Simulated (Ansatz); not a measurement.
WSe2 (2H-MoS2 type, space group P6_3/mmc)

```yaml
crystal:
  lattice:
    - [3.27899, 0.00000, 0.00000]
    - [-1.63949, 2.83969, 0.00000]
    - [0.00000, 0.00000, 12.78582]
  atoms:
    - { symbol: W, position: [0.33333, 0.66667, 0.25000] }
    - { symbol: W, position: [0.66667, 0.33333, 0.75000] }
    - { symbol: Se, position: [0.33333, 0.66667, 0.61827] }
    - { symbol: Se, position: [0.66667, 0.33333, 0.11827] }
    - { symbol: Se, position: [0.66667, 0.33333, 0.38173] }
    - { symbol: Se, position: [0.33333, 0.66667, 0.88173] }
```

The slice is a (1 -1 0 0) plane (indices of the conventional cell) through the point (0.333, 0.667, 0.882) (fractional), spanned by u = [110] and v = [001] in vectors of this cell: u (3.28 Å) and v (12.79 Å, at 90° to u). It covers one period; positions are fractions (u, v).

Computed with PBE-D3(BJ) (plane waves to 420 eV, PAW, scalar-relativistic; Ansatz, a program for electronic structure). k mesh 12×12×3. Near the nuclei the fields are pseudised (PAW); where an atom keeps semicore shells as valence, they peak there. Spin-orbit coupling is left out, though W is heavy. The PAW data are Ansatz's earlier set. WSe2 is run without spin polarisation. WSe2 was relaxed with its symmetry unable to fall.

Problem. Predict the map of the electrostatic potential energy of an electron, from the cell's mean on the slice.

Solution. 
```
|xxxxxx==++==xxxx|
|    ..      ..  |
|**++    xx    ++|
|----..      ..--|
|xxxx  ------  xx|
|xxxxxx==##==xxxx|
|xxxxxx++%%++xxxx|
|xxxx==%%@@%%==xx|
|%%%%@@@@@@@@@@%%|
|@@@@@@%%##%%@@@@|
|@@@@**::  ::**@@|
|####==  xx  ==##|
|    ::..  ..::  |
|xxxx  ::++::  xx|
|xxxxxx  ++  xxxx|
|xxxxxx..++..xxxx|
|xx    ::::::    |
|****==  xx  ==**|
|@@%%++      ++%%|
|@@@@%%##**##%%@@|
|@@@@@@@@@@@@@@@@|
|  ::**@@@@@@**::|
|xxxxxx**%%**xxxx|
|xxxxxx==##==xxxx|
```
Scale: ten equal steps from 0.00 (start of ' ') to 8.36 (end of '@'), in the order ' .:-=+*#%@'. Values: electrostatic potential energy of an electron, from the cell's mean, in eV. The map has 8 points along u (two characters each, u = 0 at the left) and 24 along v (v = 0 in the bottom row). Points within 1 Å of a nucleus are blanked (x), as the pseudised field means little there. Values under 0 eV are set to 0. The zero, the cell's mean, hangs on the PAW cores.
